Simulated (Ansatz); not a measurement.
Li (fcc, Cu type) is sheared across one {111} plane: the third cell vector gains the shift, so faults repeat every 15.2 Å. The cut lies between planes 2.53 Å apart; the cell height is held.

```xyz
6
Lattice="3.0941 0.0000 0.0000 1.5471 2.6796 0.0000 0.0000 0.0000 15.1580" Properties=species:S:1:pos:R:3 pbc="T T T"
Li     0.0000     0.0000    13.8948
Li     3.0941     1.7864     1.2632
Li     1.5471     0.8932     3.7895
Li     0.0000     0.0000     6.3158
Li     3.0941     1.7864     8.8421
Li     1.5471     0.8932    11.3685
```

In-plane vectors a = (3.094, 0.000) Å, b = (1.547, 2.680) Å, area 8.29 Å². The shift is s times the vector a + b (length 5.359 Å), so s = 1 restores the start. Atoms relax along the normal only. γ = [E(shift) − E(0)] / area.

Method: r2SCAN (plane waves to 500 eV, PAW, scalar-relativistic; Ansatz, a quantum-chemistry and plane-wave program). k mesh 14×14×3 (Γ-centred), Fermi-Dirac smearing 0.05 eV. E is the zero-smearing estimate. Stress and pressure are positive under compression. With partly filled bands, the k mesh leaves noise in γ, roughly 0.02 J/m² as judged from a few cases. Faults lie only 15.2 Å apart, and holding the cell height raises γ above its relaxed value. Li was relaxed with its symmetry unable to fall. This is one of several known forms of Li; the measured ambient cells at hand have space group No. 229. γ is measured from zero shift.

**Question.** What γ (meV/Å²) and σ normal to the fault (GPa) does the calculation give at s = 0.083, 0.250, 0.417, 0.500, 0.667, 0.750, 0.833, 0.917?

**Answer.** 
| s | γ (meV/Å²) | σ normal to the fault (GPa) |
|---|---|---|
| 0.083 | 1 | -0.1 |
| 0.250 | 8 | 0.4 |
| 0.417 | 9 | 0.4 |
| 0.500 | 5 | 0.2 |
| 0.667 | 0 | -0.1 |
| 0.750 | 0 | -0.1 |
| 0.833 | 1 | 0.0 |
| 0.917 | 0 | 0.0 |

(The slope of γ gives the shear force per area between the displaced halves; near zero shift its curvature is an elastic stiffness.)
